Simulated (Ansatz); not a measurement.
TePb$_{2}$Se in space group R-3m (No. 166; Te on 3b, Pb on 6c, Se on 3a) at seven volumes, r²SCAN (plane waves, PAW; program Ansatz), shape and atoms relaxed at each. One row is withheld.

```tsv
V (Å³/atom)	P (GPa)
29.179	5.38
30.140	?
31.102	1.51
32.064	0.00
33.026	-1.29
33.988	-2.38
34.950	-3.31
```

Problem. Fit the shown pressures and predict the withheld one.

Solution. P = (3/2)B₀(x^(7/2) − x^(5/2))[1 + (3/4)(B′ − 4)(x − 1)] with x = (V₀/V)^(2/3). Least squares on the six rows gives V₀ = 32.063 Å³/atom, B₀ = 46.4 GPa, B′ = 4.39. At V = 30.140, x = 1.0421 and P = 3.29 GPa. The run itself gave 3.29 GPa.

The workflow started from a Materials Project entry (that database holds measured and hypothetical structures alike); the Crystallography Open Database copy checked does not list it. With Te and Se taken as one species the cell has the higher symmetry Fm-3m, so it may be an ordered model of a mixed-site phase. Whether it is the stable phase at ambient conditions was not checked. The cell was relaxed with r²SCAN under the symmetry of its start; of distortions, only those at the zone centre were tested. Scalar-relativistic: spin–orbit coupling is off unless named, which matters more the heavier the elements.

Potentials: the later of the program's two PAW sets.
